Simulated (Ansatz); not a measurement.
Sc (hcp, Mg type)

```
CELL_PARAMETERS angstrom
      3.31943     0.00000     0.00000
     -1.65971     2.87471     0.00000
      0.00000     0.00000     5.16637
ATOMIC_POSITIONS crystal
  Sc 0.33333 0.66667 0.75000
  Sc 0.66667 0.33333 0.25000
```

Scan: atom 1 (Sc, nearest neighbour Sc at 3.216 Å; its periodic images, 3.3 Å or more away, move with it) is displaced along Cartesian [111], direction (0.577, 0.577, 0.577) in Cartesian axes, by s. The other atoms stay.

Calculation: PBE (plane waves to 420 eV, PAW, scalar-relativistic; Ansatz, a first-principles code). k mesh 13×13×7 (Γ-centred), Fermi-Dirac smearing 0.05 eV. The energy includes the smearing's −TS. With partly filled bands, energies and forces of such displacements shift with the k mesh and the smearing. Sc is run without spin polarisation. Sc was relaxed with its symmetry unable to fall. The zero of ΔE is the undisplaced structure. The last digit holds for this mesh only.

```csv
s (Å),ΔE (meV/cell)
-0.320,withheld
-0.256,79.9
-0.192,44.7
-0.128,19.8
-0.064,4.9
0.000,0.0
0.064,4.9
0.128,19.5
0.192,43.7
0.256,77.5
0.320,120.7
```

### Question
Fit a polynomial form (powers 2, 3, 4) to the given rows and predict ΔE at s = -0.320.

### Answer
Least squares on the 10 given rows: ΔE = (1198)·s² + (-71.89)·s³ + (33.86)·s⁴, in meV/cell with s in Å; root-mean-square residual 0.02 meV/cell. At -0.320 the fit gives 125.4 meV/cell; the calculation gives 125.5 meV/cell, so the extrapolation is off by -0.1 (-0.1 %). The quadratic term alone would give 122.7 meV/cell.

(For displaced atoms, the force is minus the slope of the energy, and its curvature is a force constant, which sets phonon frequencies.)
